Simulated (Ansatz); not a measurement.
The relaxed structure here is a generated cell of Hg: the first start was made by a random draw of sites in a space group, and the end was not matched to a known phase here, so it may be hypothetical.

A relaxed cell of Hg (I4/mmm (No. 139)), relaxed on a k-mesh at least as fine as the one used below. The numbers are results of r2SCAN (plane waves to 500 eV, PAW, scalar-relativistic; Ansatz, a quantum-chemistry and plane-wave program), not measurements. Γ-centred k-mesh 12×12×8 on the run's cell (coarser than for final values), Fermi–Dirac smearing 0.05 eV.

```
Hg
1.0
   -1.54924     1.54924     2.75000
    1.54924    -1.54924     2.75000
    3.09849     3.09849    -5.50000
Hg
2
Direct
  0.00000   0.00000   0.00000
  0.00000   0.00000   0.50000
```

The atoms are displaced by (Å):

```json
[
 {"atom": "Hg1", "ux": "-0.091", "uy": "0.026", "uz": "-0.012"},
 {"atom": "Hg2", "ux": "0.036", "uy": "-0.018", "uz": "0.034"}
]
```

**Question.** What forces (eV/Å) and pressure result?

**Answer.** 
```csv
atom,Fx,Fy,Fz
Hg1,0.22,-0.03,-0.01
Hg2,-0.22,0.03,0.01
```

Pressure +0.2 GPa.

No spin polarisation in the result.

The run that gave the undisplaced cell could not lose the symmetry of its start, so the end can be a saddle point.
